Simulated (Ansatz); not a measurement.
**Notes on WC**

```
W C
1.0
     2.90269    0.00000    2.83401
    -1.45135    2.51381    0.00000
     2.90269    0.00000   -2.83401
W C
2 2
Direct
  0.00000 0.00000 0.00000
  0.50000 0.00000 0.50000
  0.08334 0.33334 0.58334
  0.58334 0.33334 0.08334
```

Method: PBEsol, no spin polarisation; PAW, plane waves to 420 eV, 9×9×9 Γ-centred mesh, fermi-dirac occupations (width 0.1 eV) (Ansatz 0.2.0), atoms fixed.

Q: What does the stress say?

A: The pressure is -2.1 GPa (compression positive), so with the atoms held at these fractions the cell would first shrink. The principal stresses -2.9, -1.8, -1.5 GPa differ, so its shape would change too.

Q: What happens at the Fermi level?

A: It is a metal, with about 0.51 states/eV a cell as the mean within 0.25 eV of the Fermi level, mostly W d (72 %) and C p (22 %).

Q: Describe some of the short contacts.

A: W–C at 2.19 Å: least valence density 0.65 e/Å³ and ELF 0.38 there. These are pseudo-fields; inside the PAW spheres they differ from the all-electron ones.

Q: What is the formation energy?

A: -0.23 eV an atom against the elements' usual phases (free molecules for gases, crystals otherwise, with no correction for O₂ or N₂), so it is bound against them; other compounds may still compete. Relaxing would lower it.

Origin: a database entry at a rescaled volume.
